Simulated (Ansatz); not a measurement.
**Cu3Ni2: rattling a relaxed structure**

The cell was found from a structure generator's guess, not taken from experiment.

Level of theory: DFT PBE, scalar-relativistic, plane waves, PAW in Ansatz 0.2.0. Cutoff 420 eV; k points 18×18×2 on the computed 10-atom cell (Γ-centred); Gaussian smearing, width 0.10 eV; no spin polarisation.

The cell below (10 atoms, space group P6_3/mmc (No. 194)) is relaxed within its symmetry.

```cif
data_structure
_symmetry_space_group_name_H-M 'P 1'
_symmetry_Int_Tables_number 1
_cell_length_a 2.5181
_cell_length_b 2.5181
_cell_length_c 20.8588
_cell_angle_alpha 90.000
_cell_angle_beta 90.000
_cell_angle_gamma 120.000
_cell_volume 114.54
loop_
_atom_site_label
_atom_site_type_symbol
_atom_site_fract_x
_atom_site_fract_y
_atom_site_fract_z
_atom_site_occupancy
Cu1 Cu 0.33333 0.66667 0.94904 1
Cu2 Cu 0.33333 0.66667 0.55096 1
Cu3 Cu 0.33333 0.66667 0.75000 1
Cu4 Cu 0.66667 0.33333 0.05096 1
Cu5 Cu 0.66667 0.33333 0.25000 1
Cu6 Cu 0.66667 0.33333 0.44904 1
Ni1 Ni 0.33333 0.66667 0.15034 1
Ni2 Ni 0.33333 0.66667 0.34966 1
Ni3 Ni 0.66667 0.33333 0.65034 1
Ni4 Ni 0.66667 0.33333 0.84966 1
```

For the test it was strained at random (σ = 1.5 % a component), the atoms were moved at random (σ = 0.15 Å), and all was relaxed again on a coarse 12×12×1 mesh (in the run’s order of axes) with 0.20 eV smearing, with no symmetry imposed.

Trial moments died out on the coarse mesh, so the last step has no spin; another magnetic start might hold.

Task: Does it come back?

Result: It returns, within 1 meV/atom of the unmoved cell on that mesh and with the same symmetry when read at 0.1 Å. So it is stable against the distortions that fit this cell and that this random move excites. Modes that don't fit the cell aren't tested.
